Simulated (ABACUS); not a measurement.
Set-up for a self-consistent single point of Au (P1, 4 atoms in the cell; from Materials Project mp-1008634, changed as shown).

```yaml
crystal:
  lattice:
    - [2.83702, 0.00000, 0.00000]
    - [0.00000, 5.13794, 0.00000]
    - [0.00000, 0.00000, 4.91812]
  atoms:
    - { symbol: Au, position: [0.00611, 0.33030, 0.73518] }
    - { symbol: Au, position: [0.50543, 0.16727, 0.26179] }
    - { symbol: Au, position: [0.48974, 0.83255, 0.75278] }
    - { symbol: Au, position: [0.99872, 0.66989, 0.25026] }
```

All values come from this method and carry its errors: PBEsol, numerical atomic orbitals DZP (confined pseudo-atomic orbitals with Gaussian additions; energy shift 0.003 Ry), PseudoDojo 0.4 standard norm-conserving PBEsol (tails mended) pseudopotentials in ABACUS.

ABACUS settings:

| setting | value |
|---|---|
| basis | DZP numerical atomic orbitals, energy shift 0.003 Ry |
| KPT | Gamma 12 6 8 0 0 0 |
| basis_type | lcao |
| ecutwfc | 100 Ry |
| smearing_method | fd |
| smearing_sigma | 0.00367493 Ry |
| potentials | PseudoDojo 0.4 standard norm-conserving PBEsol (tails mended) |
| symmetry | 1 |
| ks_solver | scalapack_gvx |
| scf_nmax | 100 |
| scf_thr | 1.0e-07 |
| mixing_type | broyden |

Results:

- Number of valence electrons = 76
- Number of bands = 48
- Number of k-points after the program's reduction = 292
- Size of the basis = 104
- Number of SCF iterations = 11
- Free energy E − TS = -16045.5119 eV
- Fermi level (on the code's own zero) = 19.19 eV
- Pressure = -5.62 GPa
- Largest force (vector length) = 0.596 eV/Å

Forces (eV/Å):
| atom | Fx | Fy | Fz |
|---|---|---|---|
| Au1 | -0.043 | 0.138 | 0.578 |
| Au2 | -0.014 | -0.015 | -0.570 |
| Au3 | 0.050 | -0.051 | 0.117 |
| Au4 | 0.007 | -0.072 | -0.125 |

Stress (GPa, positive for compression):
```
-5.00   0.01   0.00
 0.01  -6.14   0.22
 0.00   0.22  -5.72
```

For comparison: a first run was changed to give this one (atoms moved at random), and from it to this one the free energy goes up by 9.8 meV/atom, the pressure goes from -6.20 to -5.62 GPa and the largest force goes from under 0.1 to 0.60 eV/Å.

The atom-centred basis is finite, which shifts total energies, pressures and forces against plane waves. The structure comes from a collection of computed structures, made at another level of theory; the collection holds predicted forms beside known ones. Its lattice was then scaled.

Cost on one core: very roughly 50 core-seconds.

The atomic orbitals were generated for these runs; they are not ABACUS's published sets and were checked against plane waves on a few crystals only.

“Tails mended”: in these copies of the files the far tail of each local potential was reset to the Coulomb form.
